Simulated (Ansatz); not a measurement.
LuAlN$_{2}$ in space group P3m1 (No. 156; Lu on 1b, N on 1b, Al on 1c, N on 1c), plane-wave PAW PBE (Ansatz code), all energies at zero smearing, with the estimated change up to a 700 eV cutoff added, with one set of potentials and settings (totals compare only within such a set). Cell of 4 atoms (1 Lu, 2 N, 1 Al): -16043.724 eV.

```
element                reference phase  E (eV/atom)
-------  -----------------------------  -----------
Lu       P6_3/mmc, 2 atoms in the cell  -14733.1056
N            Pa-3, 8 atoms in the cell    -384.0342
Al          Fm-3m, 1 atoms in the cell    -537.5055
```

Formation energy per atom, worked out: (-16043.724 − 1×(-14733.1056) − 2×(-384.0342) − 1×(-537.5055))/4 = -1.261 eV/atom (-122 kJ per mol of atoms), at 0 K, without zero-point energy or fitted corrections.

The start of the workflow was typed in or built on a structure type; neither database checked (COD, Materials Project) lists it. Its standing as an ambient phase is unchecked. The cell was relaxed with PBE under the symmetry of its start; whether a distortion lowers the energy is not shown. The references are the lowest solids computed at this level, not always the standard phases (solids in place of the gases). Scalar-relativistic: spin–orbit coupling is off unless named, which matters more the heavier the elements.

Potentials: the earlier of the program's two PAW sets.
